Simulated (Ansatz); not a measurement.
Level of theory: DFT PBE, scalar-relativistic, plane waves, PAW in Ansatz 0.2.0. Plane waves to 420 eV, a 12×12×12 mesh through Γ for the 5-atom cell and 0.10 eV Gaussian smearing; no spin polarisation.

Energies over the elements count from the elements' standard structures at the same level (F₂, H₂ as molecules), with no fitted energy shifts.

Question: Give a relaxed trial structure of a cubic metal with formula BeHF3, with a formation energy near −1.41 eV/atom and about 8 Å³ per atom, in a cell of 5 atoms. Its symmetry should be Pm-3m (No. 221).

Answer: BeHF3, space group Pm-3m (No. 221). Be is surrounded by 6 F at 1.72 Å; around H lie 12 F at 2.44 Å (long contacts); F is surrounded by 2 Be at 1.72 Å, 4 H at 2.44 Å and 8 F at 2.44 Å.

```
Be H F
1.0
     3.44925    0.00000    0.00000
     0.00000    3.44925    0.00000
     0.00000    0.00000    3.44925
Be H F
1 1 3
Cartesian
  1.7246 1.7246 1.7246
  0.0000 0.0000 0.0000
  0.0000 1.7246 1.7246
  1.7246 0.0000 1.7246
  1.7246 1.7246 0.0000
```

| Quantity | Value |
| --- | --- |
| Volume per atom | 8.21 Å³ |
| Density | 2.71 g/cm³ |
| Energy over the elements | −1.41 eV/atom |
| Gap on the 12×12×12 mesh of the 5-atom cell | 0 eV (a metal) |

The cell was found from a structure generator's guess, not taken from experiment. The answer needn't be unique; the calculation gave this one.

With hydrogen, zero-point motion can shift formation energies by some tens of meV/atom. Symmetry constrained the relaxation, so the result can be a saddle point.
